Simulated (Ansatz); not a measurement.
The slice is one period of a {100} plane through atoms; its size isn't given.

These are PBEsol (plane waves to 420 eV, PAW, scalar-relativistic; Ansatz, a program for electronic structure) values and carry that method's errors. Near the nuclei the fields are pseudised (PAW); where an atom keeps semicore shells as valence, they peak there.

```
|@@@%#*+==-----------==+*#%@@|
|@@%%#*+==-----------==+*#%%@|
|%%%#*++=-----:::-----=++*#%%|
|###**+==---:::::::---==+**##|
|***++==---:::::::::---==++**|
|++++==--:::::::::::::--==+++|
|=====--::::.......::::--====|
|===---::::.........::::---==|
|------:::...........:::-----|
|-----:::...       ...:::----|
|----:::...         ...:::---|
|----:::...         ...:::---|
|---::::...         ...::::--|
|---::::...         ...::::--|
|---::::...         ...::::--|
|----:::...         ...:::---|
|----:::...         ...:::---|
|-----:::...       ...:::----|
|------:::...........:::-----|
|===---::::.........::::---==|
|=====--::::.......::::--====|
|++++==--:::::::::::::--==+++|
|***++==---:::::::::---==++**|
|###**+==---:::::::---==+**##|
|%%%#*++=-----:::-----=++*#%%|
|@@%%#*+==-----------==+*#%%@|
|@@@%#*+==-----------==+*#%@@|
|@@@%#*+==-----------==+*#%@@|
```
Scale: ten equal steps from -1.90 (start of ' ') to 1.12 (end of '@'), in the order ' .:-=+*#%@'. Values: log₁₀ of the valence density in e/Å³. The map has 28 points along u (one character each, u = 0 at the left) and 28 along v (v = 0 in the bottom row). The scale is logarithmic, as a density can span decades between atoms and voids.

```
|xxxx355456899999998654553xxx|
|xxx14554567899999876545541xx|
|xx1355445677888887765445531x|
|2345554456666666666654455543|
|5555544455555555555554445555|
|5554444444333333333444444455|
|4444444433222222222334444444|
|5555554322111111111223455555|
|6666654321100000001123456666|
|8877653211000000000112356778|
|9987653210000000000012356789|
|9998653210000000000012356899|
|9998653210000000000012356899|
|9998653210000000000012356899|
|9998653210000000000012356899|
|9998653210000000000012356899|
|9987653210000000000012356789|
|8877653211000000000112356778|
|6666654321100000001123456666|
|5555554322111111111223455555|
|4444444433222222222334444444|
|5554444444333333333444444455|
|5555544455555555555554445555|
|2345554456666666666654455543|
|xx1355445677888887765445531x|
|xxx14554567899999876545541xx|
|xxxx355456899999998654553xxx|
|xxxx255456899999998654552xxx|
```
Scale: ten equal steps from 0.01 (start of '0') to 0.47 (end of '9'), in the order '0123456789'. Values: electron localisation function (ELF). The map has 28 points along u (one character each, u = 0 at the left) and 28 along v (v = 0 in the bottom row). Points within 0.5 Å of a nucleus are blanked (x), as the pseudised field means little there.

Question: Which relaxed crystal do these maps come from?
(A) BeSe (zinc blende)
(B) GaP (zinc blende)
(C) GaAs (zinc blende)
(D) InAs (zinc blende)

Answer: D, InAs (zinc blende). Atoms on the slice: In at (0.00, 0.00)

All were relaxed with their symmetry unable to fall. At this level the bands of InAs touch or barely overlap; measurements give the solid a gap.
